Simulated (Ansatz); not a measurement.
Data:

BeTe:
```xyz
2
Lattice="0.0000 2.8284 2.8284 2.8284 0.0000 2.8284 2.8284 2.8284 0.0000" Properties=species:S:1:pos:R:3 pbc="T T T"
Be     0.0000     0.0000     0.0000
Te     1.4142     1.4142     1.4142
```

This is the r²SCAN-relaxed structure. Tensor components refer to the Cartesian frame of this cell.

### Question
All from DFT-r²SCAN in the program Ansatz with PAW potentials, unless another level is named. Estimate the Debye temperature from the elastic constants.

### Answer
340 K.

### Question
What about the piezoelectric stress constants (proper, relaxed ions, C/m²)?

### Answer
e14 = e25 = e36 = -0.25.

### Question
And the highest zone-centre frequency (without LO–TO term)?

### Answer
455 cm⁻¹.

Space group F-43m (zinc blende). The cell was relaxed with r²SCAN under the symmetry of its start. Signs of piezoelectric constants follow the polarity of the cell as given. Scalar-relativistic: spin–orbit coupling is off unless named, which matters more the heavier the elements.

Potentials: the earlier of the program's two PAW sets. The files were generated under PBE; for other functionals the program regenerates the frozen cores, and for LDA and PBEsol the local potential too.
